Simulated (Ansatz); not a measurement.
Data:

InAsPt$_{5}$:
```xyz
7
Lattice="4.0229 0.0000 0.0000 0.0000 4.0229 0.0000 0.0000 0.0000 7.0986" Properties=species:S:1:pos:R:3 pbc="T T T"
In     2.0114     2.0114     0.0000
As     0.0000     0.0000     3.5493
Pt     0.0000     2.0114     2.0271
Pt     0.0000     2.0114     5.0716
Pt     2.0114     0.0000     2.0271
Pt     2.0114     0.0000     5.0716
Pt     0.0000     0.0000     0.0000
```

This is the r²SCAN-relaxed structure.

All from DFT-r²SCAN in the program Ansatz with PAW potentials, unless another level is named. Give the electronic character.

metallic (no gap).

What about the density of states at the Fermi level?

0.12 states/eV per atom (mean over ±0.08 eV).

Space group P4/mmm. The workflow started from a Materials Project entry (that database holds measured and hypothetical structures alike); the Crystallography Open Database copy checked does not list it. Whether it is the stable phase at ambient conditions was not checked. Symmetry was held in the r²SCAN relaxation; its stability against distortions is not shown here. No spin polarisation was allowed. Scalar-relativistic: spin–orbit coupling is off unless named, which matters more the heavier the elements.

Potentials: the later of the program's two PAW sets.
